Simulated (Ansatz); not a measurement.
# GeSb₂Te₄ (I-4m2), an elastic constant from a strain scan

Level of theory: Ansatz 0.2.0, DFT PBEsol, scalar-relativistic, plane waves, PAW. Settings: plane waves to 420 eV, k-mesh 10×10×10 (Γ-centred), Gaussian smearing 0.15 eV. No spin polarisation. Energies are free energies at this smearing, counted from the undisturbed cell; pressure is positive in compression.

Zero of the scan (relaxed at this level; it needn't be the usual structure):

```
CELL_PARAMETERS angstrom
-3.00696 3.00696 5.94356
3.00696 -3.00696 5.94356
3.00696 3.00696 -5.94356
ATOMIC_POSITIONS crystal
Ge 0.00000 0.00000 0.00000
Sb 0.50000 0.50000 0.00000
Sb 0.25000 0.75000 0.50000
Te 0.50650 0.00650 0.50000
Te 0.24522 0.24522 0.00000
Te 0.99350 0.49350 0.50000
Te 0.75478 0.75478 0.00000
```

The cell is strained by ε times the Voigt pattern (1, 0, 0, 0, 0, 0) (xx, yy, zz, yz, xz, xy; engineering shear) with fractional coordinates fixed. The cell holds 7 atoms in V0 = 214.96 Å³. The stress column is τ = (1/V0) dE/dε, got from the stress tensor σ (compression positive) at each point as −det(1 + εP) σ : P(1 + εP)⁻¹, with P the pattern as a tensor.

| ε | ΔE (meV/atom) | τ (GPa) |
| --- | --- | --- |
| -0.0600 | 56.340 | -10.991 |
| -0.0450 | 29.780 | -7.558 |
| -0.0300 | 12.431 | -4.590 |
| 0.0000 | 0.000 | -0.015 |
| 0.0150 | 2.498 | 1.697 |
| 0.0450 | 20.146 | 4.283 |
| 0.0600 | ? | ? |

Problem. Which combination of elastic constants does this scan measure, and how large is it?

Solution. For small ε, τ = τ0 + Kε with K = pᵀCp, which for this pattern is C11 in the Cartesian frame shown. The parabola through τ at ε = -0.0300, 0 and 0.0150 has slope K = 127 GPa at zero. The energies per cell, E = NΔE, of the same two points give K = 2[E(ε₊)/ε₊ − E(ε₋)/ε₋]/[(ε₊ − ε₋)V0] = 135 GPa; energies this small carry numerical noise (the number of plane waves changes with the cell), and higher-order terms add over long steps. These are clamped-ion values.

Problem. Predict the withheld row at ε = 0.0600 from the harmonic law, and compare.

Solution. ΔE = V0(τ0 ε + Kε²/2)/N = 43.617 meV/atom and τ = 7.60 GPa. The calculation gives 33.905 meV/atom and 5.26 GPa: the energy lies 22 % below the harmonic value, as bonds soften when stretched.

Forces appear on the atoms along this scan, and letting them relax would lower the energy and soften the response. In a metal these slopes depend on the k mesh and the smearing.